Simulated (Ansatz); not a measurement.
OsC in space group P-6m2 (No. 187; Os on 1a, C on 1f) under volume change, PBE (plane waves, PAW; program Ansatz), shape and atoms relaxed at each volume.

| V (Å³/atom) | E − E(relaxed) (meV/atom) | P (GPa) |
|---|---|---|
| 9.299 | 116.1 | 43.93 |
| 9.606 | 48.7 | 26.91 |
| 9.913 | (withheld) | (withheld) |
| 10.219 | 0.0 | 0.00 |
| 10.526 | 10.3 | -10.47 |
| 10.832 | 39.0 | -19.29 |
| 11.139 | (withheld) | (withheld) |

Q: Complete the blanks.

A: 
- 9.913, E − E(relaxed) (meV/atom): 11.5
- 9.913, P (GPa): 12.37
- 11.139, E − E(relaxed) (meV/atom): 83.2
- 11.139, P (GPa): -26.72

Q: What does a third-order Birch–Murnaghan fit give for V₀, B₀ and B′?

A: V₀ = 10.22 Å³/atom, B₀ = 377 GPa, B′ = 4.5.

A made-up cell: these elements were put on the sites of a structure type; neither database checked (COD, Materials Project) lists it. Its standing as an ambient phase is unchecked. Symmetry was held in the PBE relaxation; its stability against distortions is not shown here. The run is not spin-polarised. Spin–orbit coupling is left out wherever it is not named.

Potentials: the earlier of the program's two PAW sets.
